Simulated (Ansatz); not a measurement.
# V started on a Mg site in antifluorite Mg2Si, 96 atoms, charge −1

Computed with DFT, PBEsol, PAW, plane waves (Ansatz).

Command:

```sh
ansatz run in.yaml --threads 8 --pin off --max-ram 118750MiB --runs-dir r --events-out ev --progress --plain --backend cuda --devices 0, --max-vram 170GiB
```

The input less its lattice and atoms:

```yaml
crystal:
  symmetry: { detect: false }
kpoints:
  mp_grid: { grid: [1, 1, 1], shift: [0.25, 0.25, 0.25] }
hamiltonian:
  xc: pbesol
total_charge: -1
scf:
  occupations: { method: fermi_dirac, width: 0.01 }
relax:
  f_tol: 0.03
  max_steps: 80
  escape_saddle: false
  adjacent_minimum: "off"
output:
  forces: true
  eigenvalues: true
  populations: true
  charged_corrections: { epsilon: 19 }
```

Start:

```xyz
96
Lattice="12.6495 0.0000 0.0000 0.0000 12.6495 0.0000 0.0000 0.0000 12.6495" Properties=species:S:1:pos:R:3 pbc="T T T"
Mg    4.7259    1.5888    1.5375
Mg    4.7319    1.5791    7.9291
Mg    4.7419    7.8760    1.6033
Mg   11.0802    1.5470    1.5464
Mg   11.0761    1.5633    7.8933
Mg   11.0582    7.9007    1.5696
Mg   11.0773    7.8747    7.8636
Mg    1.5954    4.7156    1.5557
Mg    1.5724    4.7674    7.8871
Mg    1.5597   11.0443    1.5828
Mg    1.5722   11.0926    7.9196
Mg    7.9363    4.7315    1.6117
Mg    7.9030    4.7812    7.8934
Mg    7.8797   11.0382    1.5776
Mg    7.8802   11.0778    7.9200
Mg    1.5784    1.5670    4.7569
Mg    1.5368    1.6037   11.0715
Mg    1.6015    7.9024    4.7699
Mg    1.5701    7.9141   11.0864
Mg    7.8994    1.5687    4.7394
Mg    7.9327    1.6185   11.0913
Mg    7.9109    7.9015    4.7484
Mg    7.8984    7.9239   11.0653
Mg    1.5515    1.5732    1.5678
Mg    1.5817    1.6018    7.8795
Mg    1.6042    7.8789    1.5909
Mg    1.6106    7.8936    7.8955
Mg    7.9032    1.5765    1.5585
Mg    7.9151    1.5342    7.9273
Mg    7.9325    7.9074    1.6204
Mg    7.9217    7.9311    7.9168
Mg    4.7732    4.7689    4.7764
Mg    4.7880    4.7173   11.0866
Mg    4.7210   11.0706    4.7226
Mg    4.7366   11.0715   11.0515
Mg   11.0772    4.7698    4.7347
Mg   11.0521    4.7243   11.0919
Mg   11.0556   11.0709    4.7796
Mg   11.0589   11.0375   11.1055
Mg    4.7641    4.7345    1.5391
Mg    4.7356    4.7153    7.9432
Mg    4.7529   11.0123    1.5892
Mg    4.6951   11.0176    7.9047
Mg   11.0758    4.7621    1.5682
Mg   11.0963    4.7295    7.8800
Mg   11.0485   11.0689    1.5952
Mg   11.0683   11.0661    7.8972
Mg    4.6922    1.6030    4.7423
Mg    4.7074    1.5885   11.0810
Mg    4.7925    7.8973    4.7907
Mg    4.7447    7.9234   11.0389
Mg   11.0685    1.5539    4.7252
Mg   11.0610    1.5478   11.0724
Mg   11.0679    7.9210    4.7439
Mg   11.0843    7.9144   11.0542
Mg    1.5620    4.7378    4.7608
Mg    1.5555    4.7546   11.0678
Mg    1.6065   11.0603    4.7429
Mg    1.5823   11.1043   11.0800
Mg    7.8846    4.7180    4.7422
Mg    7.9002    4.7450   11.0565
Mg    7.9226   11.0575    4.7825
Mg    7.8916   11.0566   11.0646
V     4.7202    7.9062    7.9096
Si    0.0178    0.0012    0.0221
Si    0.0085    0.0368    6.3228
Si   12.6311    6.3237    0.0028
Si   12.6188    6.2962    6.3385
Si    6.3054   12.6316    0.0014
Si    6.3045   12.6186    6.3714
Si    6.3277    6.3582    0.0034
Si    6.3319    6.3316    6.2907
Si    3.1817    3.1594   12.6392
Si    3.1868    3.1447    6.3221
Si    3.1552    9.4650   12.6013
Si    3.1784    9.4950    6.3178
Si    9.4675    3.1741    0.0245
Si    9.5019    3.1724    6.3056
Si    9.4639    9.4769   12.6449
Si    9.5378    9.4762    6.3095
Si    3.1517   12.5992    3.1063
Si    3.1710    0.0113    9.4506
Si    3.1499    6.2837    3.1456
Si    3.1537    6.3431    9.4999
Si    9.4872   12.6413    3.1688
Si    9.4543    0.0172    9.4998
Si    9.4946    6.3140    3.1684
Si    9.4976    6.3293    9.5071
Si   12.6201    3.1378    3.1548
Si    0.0170    3.1709    9.4774
Si   12.6494    9.4802    3.1862
Si   12.6212    9.4823    9.4920
Si    6.3425    3.1283    3.1971
Si    6.3298    3.1733    9.4901
Si    6.3337    9.4858    3.1703
Si    6.3235    9.4779    9.5036
```

Steps:

```
 step  energy less the first (eV)  largest force component (eV/Å)
start                       0.000                           0.907
    1                      -0.671                           0.219
    2                      -0.751                           0.062
    3                      -0.753                           0.098
    4                      -0.759                           0.017
```

End:

```
Mg V Si
1.0
    12.64950    0.00000    0.00000
     0.00000   12.64950    0.00000
     0.00000    0.00000   12.64950
Mg V Si
63 1 32
Cartesian
  4.7342 1.5792 1.5848
  4.7405 1.5864 7.9053
  4.7404 7.9001 1.5931
  11.0708 1.5802 1.5860
  11.0695 1.5792 7.8994
  11.0693 7.8937 1.5852
  11.0782 7.9002 7.9057
  1.5784 4.7380 1.5790
  1.5818 4.7410 7.8970
  1.5767 11.0651 1.5942
  1.5771 11.0517 7.9216
  7.9056 4.7355 1.5946
  7.8928 4.7360 7.9223
  7.9036 11.0628 1.5786
  7.9011 11.0601 7.8707
  1.5789 1.5732 4.7434
  1.5764 1.5884 11.0704
  1.5812 7.8915 4.7462
  1.5778 7.9164 11.0566
  7.9056 1.5888 4.7412
  7.9039 1.5726 11.0684
  7.8920 7.9170 4.7423
  7.9017 7.8648 11.0666
  1.5747 1.5836 1.5893
  1.5813 1.5808 7.9093
  1.5811 7.9040 1.5862
  1.5999 7.9103 7.9154
  7.9088 1.5767 1.5825
  7.9031 1.5833 7.9073
  7.9027 7.9020 1.5895
  7.9063 7.8861 7.8933
  4.7319 4.7403 4.7463
  4.7575 4.7368 11.0571
  4.7568 11.0513 4.7424
  4.7059 11.0606 11.0664
  11.0635 4.7379 4.7435
  11.0792 4.7355 11.0704
  11.0788 11.0646 4.7408
  11.0632 11.0631 11.0678
  4.7442 4.7404 1.5865
  4.7515 4.7574 7.9158
  4.7427 11.0622 1.5894
  4.7274 11.0638 7.8927
  11.0738 4.7337 1.5893
  11.0714 4.7406 7.9092
  11.0673 11.0679 1.5822
  11.0737 11.0624 7.9071
  4.7445 1.5804 4.7461
  4.7428 1.5836 11.0677
  4.7504 7.9095 4.7642
  4.7284 7.8869 11.0708
  11.0740 1.5834 4.7396
  11.0674 1.5767 11.0736
  11.0708 7.9036 4.7465
  11.0742 7.9023 11.0680
  1.5812 4.7404 4.7462
  1.6239 4.7827 11.0185
  1.6237 11.0130 4.7883
  1.5730 11.0688 11.0748
  7.8537 4.7832 4.7888
  7.9104 4.7318 11.0754
  7.9099 11.0694 4.7380
  7.8700 11.0292 11.0347
  4.7491 7.9094 7.9143
  12.6478 12.6452 0.0015
  0.0114 12.6374 6.3237
  0.0117 6.3184 12.6429
  0.0054 6.3268 6.3323
  6.3241 12.6253 12.6309
  6.3176 12.6480 6.3307
  6.3178 6.3251 0.0047
  6.2097 6.4142 6.4198
  3.1590 3.1709 12.6428
  3.1676 3.1644 6.3324
  3.1661 9.4766 0.0043
  3.2540 9.3698 6.4188
  9.4864 3.1572 0.0017
  9.4782 3.1707 6.3238
  9.4661 9.4834 12.6309
  9.4890 9.4767 6.3309
  3.1590 12.6375 3.1761
  3.1658 12.6481 9.4826
  3.1673 6.3267 3.1702
  3.2548 6.4142 9.3745
  9.4862 12.6454 3.1630
  9.4662 12.6254 9.4888
  9.4780 6.3183 3.1765
  9.4893 6.3250 9.4828
  0.0018 3.1609 3.1667
  0.0047 3.1638 9.4970
  0.0044 9.4916 3.1692
  0.0083 9.4819 9.4871
  6.3322 3.1637 3.1695
  6.3227 3.1672 9.4874
  6.3222 9.4819 3.1732
  6.1942 9.3535 9.3587
```

Self-consistency was reached.

Time: 5.3 s of wall time on one NVIDIA GB200 with 8 processor threads, on a host shared with other runs; peak host memory 2.1 GiB.

Task: How much energy did the relaxation gain, and which atom moved most?

Result: 0.76 eV in 4 steps, from a start with small random displacements; atom 96 (Si) moved 0.23 Å, the median atom 0.04 Å (drift of the whole cell removed).

The run had no spin, and a state with a moment may lie lower. The one k point has no symmetry partners, which can distort the end along one axis.
